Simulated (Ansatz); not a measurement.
MoS$_{2}$ (P-3m1), stationary points along a deformation path

These are results of Ansatz, DFT PBEsol, scalar-relativistic, plane waves, PAW, not measurements. Cutoff 420 eV, Γ-centred 18×18×10 k-points, Gaussian smearing of 0.15 eV. No spin polarisation. Energies are free energies at this smearing, counted from the undisturbed cell; pressure is positive in compression.

Reference structure (relaxed at this level; this form isn't the usual structure):

```
CELL_PARAMETERS angstrom
3.14118 0.00000 0.00000
-1.57059 2.72035 0.00000
0.00000 0.00000 6.12471
ATOMIC_POSITIONS crystal
Mo 0.00000 0.00000 0.50000
S 0.33333 0.66667 0.24106
S 0.66667 0.33333 0.75894
```

The cell holds layers and no dispersion correction was added, so their binding is poorly described.

At fixed volume and fractional coordinates, lengths along (0.000, 0.000, 1.000) are scaled against those across it; ρ is that ratio over its starting value. V = 17.445 Å³/atom. Δσ is the stress along the axis less the mean stress across it (compression positive).

| ρ | ΔE (meV/atom) | Δσ (GPa) | space group |
| --- | --- | --- | --- |
| 0.850 | 68.3 | 11.46 | P-3m1 |
| 0.920 | 17.9 | 5.98 | P-3m1 |
| 0.960 | 4.2 | 2.88 | P-3m1 |
| 1.000 | 0.0 | -0.04 | P-3m1 |
| 1.100 | 32.6 | -10.71 | P-3m1 |
| 1.200 | 145.1 | -25.14 | P-3m1 |

Problem. How does the stress give the slope of the energy, and where is the energy stationary?

Solution. Along the path d ln(length) is 2/3 d ln ρ on the axis and −1/3 d ln ρ across it, so dE/d ln ρ = −(2/3) V Δσ: the energy falls with ρ where Δσ is positive. Δσ vanishes or changes sign between ρ = 0.960 and 1.000, a minimum (near 1.00 by linear interpolation). Pairs of stationary points between two samples would go unseen, and could change a minimum read from distant neighbours into a maximum.

Problem. Integrate that slope from ρ = 1 to 0.850 by the trapezoid rule.

Solution. With V/N in Å³ and 1 eV/Å³ = 160.2 GPa the slopes at ρ = 1.000, 0.960, 0.920, 0.850 are 3, -209, -434, -832 meV/atom per unit of ln ρ. The steps add 4.2 + 13.7 + 50.1 = 68.0 meV/atom, against 68.3 from the energies; the trapezoid rule misses the curvature of the slope within each step.

Forces appear on the atoms along this scan, and letting them relax would lower the energy and soften the response. In a metal these slopes depend on the k mesh and the smearing.

Cost: 6 runs of about 1.4 core-minutes in all, on Arm Neoverse V1 (shared hosts).